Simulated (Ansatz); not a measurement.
Input, command and steps of an Ansatz relaxation.

```yaml
crystal:
  lattice:
    - [3.8215214185, 0.0, 0.0]
    - [0.0, 3.8215214185, 0.0]
    - [0.0, 0.0, 3.8215214185]
  atoms:
    - { symbol: Cr, position: [0.0, 0.5, 0.5] }
    - { symbol: Cr, position: [0.5, 0.0, 0.5] }
    - { symbol: Cr, position: [0.5, 0.5, 0.0] }
    - { symbol: B, position: [0.0, 0.0, 0.0] }
    - { symbol: P, position: [0.5, 0.5, 0.5] }
basis:
  ecutwfc: 420
kpoints:
  mp_grid: { grid: [4, 4, 4] }
hamiltonian:
  xc: pbe
scf:
  occupations: { method: gaussian, width: 0.1 }
  lower_state_search: "off"
output:
  forces: true
  stress: true
  eigenvalues: true
relax:
  adjacent_minimum: "off"
  f_tol: 0.04
  max_steps: 70
  cell: { stress_tol: 0.4 }
```

```bash
ansatz run input.yaml --threads 1 --pin off --max-ram 2560MiB --backend cpu --events-out ev --progress --plain --runs-dir out
```

Computed with DFT PBE, scalar-relativistic, plane waves, PAW (Ansatz 0.2.0).

Of 7 frames 6 are shown, positions in Å and forces in eV/Å; the SCF threshold varies from step to step. Steps run on the plane waves of an earlier cell, with a Pulay correction in the pressure. The basis is chosen afresh for the last frame, the zero of the energies, and at times for earlier ones too; energy and pressure can step there, also at an unchanged geometry. Here that happened at step 5 (-7 meV/atom, 0.9 GPa); frames between the last choice of the basis and such a step carry an error that grows, as the cell changes, to that size.

```xyz
5
Lattice="3.8215 0.0000 0.0000 0.0000 3.8215 0.0000 0.0000 0.0000 3.8215" Properties=species:S:1:pos:R:3:forces:R:3 pbc="T T T" step=1 free_energy_over_end_meV_per_atom=344.05 pressure_GPa=50.26
Cr    0.0000    1.9108    1.9108    0.0000    0.0000    0.0000
Cr    1.9108    0.0000    1.9108    0.0000    0.0000    0.0000
Cr    1.9108    1.9108    0.0000    0.0000    0.0000    0.0000
B     0.0000    0.0000    0.0000    0.0000    0.0000    0.0000
P     1.9108    1.9108    1.9108    0.0000    0.0000    0.0000
5
Lattice="4.0078 0.0000 0.0000 0.0000 4.0078 0.0000 0.0000 0.0000 4.0078" Properties=species:S:1:pos:R:3:forces:R:3 pbc="T T T" step=2 free_energy_over_end_meV_per_atom=35.64 pressure_GPa=11.75
Cr    0.0000    2.0039    2.0039    0.0000    0.0000    0.0000
Cr    2.0039    0.0000    2.0039    0.0000    0.0000    0.0000
Cr    2.0039    2.0039    0.0000    0.0000    0.0000    0.0000
B     0.0000    0.0000    0.0000    0.0000    0.0000    0.0000
P     2.0039    2.0039    2.0039    0.0000    0.0000    0.0000
5
Lattice="4.0723 0.0000 0.0000 0.0000 4.0723 0.0000 0.0000 0.0000 4.0723" Properties=species:S:1:pos:R:3:forces:R:3 pbc="T T T" step=3 free_energy_over_end_meV_per_atom=8.49 pressure_GPa=2.58
Cr    0.0000    2.0362    2.0362    0.0000    0.0000    0.0000
Cr    2.0362    0.0000    2.0362    0.0000    0.0000    0.0000
Cr    2.0362    2.0362    0.0000    0.0000    0.0000    0.0000
B     0.0000    0.0000    0.0000    0.0000    0.0000    0.0000
P     2.0362    2.0362    2.0362    0.0000    0.0000    0.0000
5
Lattice="4.0912 0.0000 0.0000 0.0000 4.0912 0.0000 0.0000 0.0000 4.0912" Properties=species:S:1:pos:R:3:forces:R:3 pbc="T T T" step=4 free_energy_over_end_meV_per_atom=7.00 pressure_GPa=0.19
Cr    0.0000    2.0456    2.0456    0.0000    0.0000    0.0000
Cr    2.0456    0.0000    2.0456    0.0000    0.0000    0.0000
Cr    2.0456    2.0456    0.0000    0.0000    0.0000    0.0000
B     0.0000    0.0000    0.0000    0.0000    0.0000    0.0000
P     2.0456    2.0456    2.0456    0.0000    0.0000    0.0000
5
Lattice="4.0912 0.0000 0.0000 0.0000 4.0912 0.0000 0.0000 0.0000 4.0912" Properties=species:S:1:pos:R:3:forces:R:3 pbc="T T T" step=5 free_energy_over_end_meV_per_atom=0.36 pressure_GPa=1.13
Cr    0.0000    2.0456    2.0456    0.0000    0.0000    0.0000
Cr    2.0456    0.0000    2.0456    0.0000    0.0000    0.0000
Cr    2.0456    2.0456    0.0000    0.0000    0.0000    0.0000
B     0.0000    0.0000    0.0000    0.0000    0.0000    0.0000
P     2.0456    2.0456    2.0456    0.0000    0.0000    0.0000
5
Lattice="4.1004 0.0000 0.0000 0.0000 4.1004 0.0000 0.0000 0.0000 4.1004" Properties=species:S:1:pos:R:3:forces:R:3 pbc="T T T" step=7 free_energy_over_end_meV_per_atom=0.00 pressure_GPa=0.09
Cr    0.0000    2.0502    2.0502    0.0000    0.0000    0.0000
Cr    2.0502    0.0000    2.0502    0.0000    0.0000    0.0000
Cr    2.0502    2.0502    0.0000    0.0000    0.0000    0.0000
B     0.0000    0.0000    0.0000    0.0000    0.0000    0.0000
P     2.0502    2.0502    2.0502    0.0000    0.0000    0.0000
```

The start puts this composition into another compound's structure type, which needn't suit it. At the end the space group is Pm-3m (tolerance 0.05 Å).

The run took 11 s on 1 thread of Arm Neoverse V1, on a shared host, peak memory 0.33 GiB.

The k mesh is coarse. Spin polarisation was left out, and a magnetic state may lie lower.